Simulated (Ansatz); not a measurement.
**How far is PAW off for Sr?**

```
Sr
1.0
     4.31000    0.00000    0.00000
    -2.15500    3.73257    0.00000
     0.00000    0.00000    6.90900
Sr
2
Direct
  0.33333 0.66667 0.25000
  0.66667 0.33333 0.75000
```

Atoms are numbered in the order listed.

The cell is COD entry 1540836, as deposited and not checked against the literature; nothing was relaxed. The listed cell was then made from it by scaling, straining or moving an atom.

Methods: DFT, LDA, PAW with Ansatz's default frozen-core files, scalar-relativistic (Ansatz 0.2.0); DFT, LDA, all-electron PAW with datasets made for the crystal, scalar-relativistic (Ansatz 0.2.0); DFT, LDA, all-electron LAPW, scalar-relativistic (Ansatz 0.2.0).

For PAW: a Γ-centred 10×10×5 k mesh, Fermi–Dirac smearing of 0.08 eV, cutoff 420 eV, no spin polarisation; the PAW files were made with PBE, and the program remakes their frozen cores for this functional. The crystal-made all-electron datasets (AE datasets) take a cutoff of 200 eV at this cell. LAPW targets a basis error of 1 meV/atom. The Ansatz runs share mesh, smearing and spin set-up. Plane-wave (PAW) pressures include the program's estimate of the Pulay term.

Stress and pressure are positive in compression.

| quantity | PAW | AE datasets | LAPW |
| --- | --- | --- | --- |
| pressure (GPa) | -1.38 | -1.38 | -1.38 |
| stress xx (GPa) | -1.51 | -1.51 | -1.51 |
| stress zz (GPa) | -1.13 | -1.13 | -1.13 |
